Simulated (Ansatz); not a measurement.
CaB3N3:
Space group P6₃/mcm (No. 193); a = 4.336 Å, b = 4.336 Å, c = 17.091 Å, α = 90.00°, β = 90.00°, γ = 120.00°

```tsv
atom	site	symmetry	x	y	z
B	6g	m2m	0.3335	0.3335	0.7500
N	6g	m2m	0.3332	0.3332	0.2500
Ca	2b	-3.m	0.0000	0.0000	0.0000
```

Relaxed with PBE (plane waves, PAW; program Ansatz). Indices refer to the conventional cell of P6_3/mcm, a = b = 4.336 Å, c = 17.091 Å, α = β = 90.00°, γ = 120.00°.

### Question
Simulate the powder diffraction pattern (Cu Kα1, λ = 1.54056 Å; lines above 1 %) up to 2θ = 90°.

### Answer
Simulated powder pattern, Cu Kα1, λ = 1.54056 Å (kinematic, ideal powder, no thermal factors, no anomalous dispersion; the 30 strongest lines at most, above 1 %, up to 2θ = 90°):

```csv
2θ (°),d (Å),I/Imax (%),hkl
10.34,8.546,45,(0002)
20.77,4.273,100,(0004)
23.68,3.755,29,(1 0 -1 0)
25.90,3.438,45,(1 0 -1 2)
31.38,2.849,1.5,(0006)
31.70,2.821,26,(1 0 -1 4)
39.68,2.269,13,(1 0 -1 6)
42.27,2.136,11,(0008)
43.01,2.101,31,(1 1 -2 2)
48.45,1.877,3.6,(2 0 -2 0)
49.02,1.857,6.9,(1 0 -1 8)
49.68,1.834,6.6,(2 0 -2 2)
53.04,1.725,15,(1 1 -2 6)
53.25,1.719,5.2,(2 0 -2 4)
58.86,1.568,3.7,(2 0 -2 6)
59.36,1.556,3.6,(1 0 -1 10)
65.48,1.424,2.3,(0 0 0 12)
65.74,1.419,2.5,(2 1 -3 0)
66.21,1.410,2.5,(2 0 -2 8)
66.76,1.400,4.8,(2 1 -3 2)
69.77,1.347,4.2,(2 1 -3 4)
70.05,1.342,5.5,(1 1 -2 10)
70.68,1.332,2.0,(1 0 -1 12)
74.66,1.270,3.4,(2 1 -3 6)
75.10,1.264,1.7,(2 0 -2 10)
75.97,1.252,4.1,(3 0 -3 0)
79.78,1.201,7.1,(3 0 -3 4)
81.33,1.182,2.6,(2 1 -3 8)
83.13,1.161,1.3,(1 0 -1 14)
89.74,1.092,2.1,(2 1 -3 10)
```

The start of the workflow was typed in or built on a structure type; neither database checked (COD, Materials Project) lists it. Its standing as an ambient phase is unchecked. The PBE relaxation kept the symmetry of its start; whether a distortion lowers the energy is not shown. The volume moved by 99 % from the start of the relaxation.

Potentials: the earlier of the program's two PAW sets.
